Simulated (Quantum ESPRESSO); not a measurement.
**Kohn-Sham bands of RbHgF₃ (cubic perovskite)**

```xyz
5
Lattice="4.5492 0.0000 0.0000 0.0000 4.5492 0.0000 0.0000 0.0000 4.5492" Properties=species:S:1:pos:R:3 pbc="T T T"
Rb     0.0000     0.0000     0.0000
Hg     2.2746     2.2746     2.2746
F      2.2746     0.0000     2.2746
F      0.0000     2.2746     2.2746
F      2.2746     2.2746     0.0000
```

Cell from Materials Project (mp-7482), symmetrised, no further relaxation. COD (Crystallography Open Database) records the formula in this space group. Ideal cubic forms of this type are often high-temperature phases that distort on cooling; symmetry holds the cell here, and its stability was not tested. Computed values, not measurements, from PBEsol: Quantum ESPRESSO (norm-conserving PseudoDojo potentials, cutoff 68 Ry, no spin polarisation, no spin-orbit coupling) on a Γ-centred 6×6×6 mesh, then Wannier90. Density: 8×8×8 mesh, Gaussian smearing 0.01 Ry. Spin-orbit coupling is left out although heavy elements are present.

Energies are relative to the valence-band maximum; weights are on the orthonormalised atomic waves of the pseudopotential files, averaged over the group. 50 electrons a cell are treated as valence.

Task: Into which isolated groups do the bands fall, where do they lie and what are they made of?

Result: 
```
bands  from (eV)  to (eV)  filling            weight on atomic waves
-----  ---------  -------  -------  --------------------------------
1        -112.64  -112.64   filled                        Hg 5s 99 %
2–4       -60.96   -60.96   filled                       Hg 5p 100 %
5         -24.74   -24.72   filled                        Rb 4s 99 %
6–8       -21.38   -21.14   filled                         F 2s 96 %
9–11       -8.97    -8.75   filled                        Rb 4p 98 %
12–25      -6.41     0.00   filled             F 2p 61 %, Hg 5d 35 %
26          0.46     5.57    empty  Hg 6s 59 %, F 2p 25 %, Rb 5s 7 %
```

The Kohn-Sham gap over both meshes and the path is 0.46 eV.
